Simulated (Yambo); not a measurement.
Absorption of K₂CO₃ (space group P6_3/mmc, No. 194) with and without the electron-hole interaction (Yambo, PBEsol bands; 3×3×2 mesh, 16 valence and 20 conduction bands, static screening with 111 bands and a 3 Ry block, scissor 2.59 eV, Tamm-Dancoff; field along x). Axes are Cartesian, with cell vectors (Å) (5.74, 0.00, 0.00), (-2.87, 4.97, 0.00), (0.00, 0.00, 6.82).

```
E (eV)  Im ε, BSE  Im ε, independent quasiparticles
------  ---------  --------------------------------
3.21         0.03                              0.01
3.31         0.03                              0.01
3.41         0.03                              0.01
3.51         0.03                              0.01
3.61         0.03                              0.01
3.71         0.03                              0.01
3.81         0.04                              0.01
3.91         0.04                              0.01
4.01         0.04                              0.01
4.11         0.04                              0.01
4.21         0.05                              0.02
4.32         0.05                              0.02
4.42         0.05                              0.02
4.52         0.06                              0.02
4.62         0.06                              0.02
4.72         0.07                              0.02
4.82         0.08                              0.02
4.92         0.08                              0.02
5.02         0.09                              0.02
5.12         0.10                              0.02
5.22         0.12                              0.02
5.32         0.13                              0.02
5.42         0.15                              0.02
5.52         0.18                              0.03
5.62         0.21                              0.03
5.72         0.25                              0.03
5.82         0.32                              0.03
5.92         0.42                              0.03
6.02         0.55                              0.03
6.12         0.78                              0.03
6.22         1.21                              0.04
6.32         1.92                              0.04
6.42         2.49                              0.04
6.52         2.29                              0.05
6.62         2.58                              0.05
6.72         4.02                              0.05
6.82         6.05                              0.06
6.92         5.36                              0.07
7.02         4.17                              0.08
7.13         3.96                              0.09
7.23         3.30                              0.10
7.33         2.04                              0.11
7.43         1.37                              0.13
7.53         1.10                              0.17
7.63         1.06                              0.25
7.73         1.16                              0.32
7.83         1.47                              0.26
7.93         2.18                              0.22
8.03         3.28                              0.23
8.13         3.79                              0.26
8.23         2.90                              0.30
8.33         1.92                              0.35
8.43         1.58                              0.47
8.53         1.54                              0.70
8.63         1.73                              1.01
8.73         1.81                              1.19
8.83         1.59                              1.24
8.93         1.41                              1.13
9.03         1.47                              1.24
9.13         1.59                              1.61
9.23         1.44                              2.11
9.33         1.07                              3.10
9.43         0.92                              5.05
9.53         0.93                              6.29
9.63         1.09                              5.85
9.73         1.29                              5.17
9.83         1.44                              4.39
9.93         1.15                              3.98
10.04        0.99                              3.60
10.14        0.89                              2.90
```

The scissor comes from a G0W0 run whose convergence isn't established. Broadening 0.15 eV. The band window holds all transitions up to 13.2 eV. Fine structure above the onset can come from the mesh.

Geometry of the Materials Project entry, not relaxed at this level; primitive cell a = 5.742 Å, b = 5.742 Å, c = 6.816 Å, α = 90.00°, β = 90.00°, γ = 120.00°.

The structure is a Materials Project entry; no match was found in the copy of COD used, and its stability was not checked.
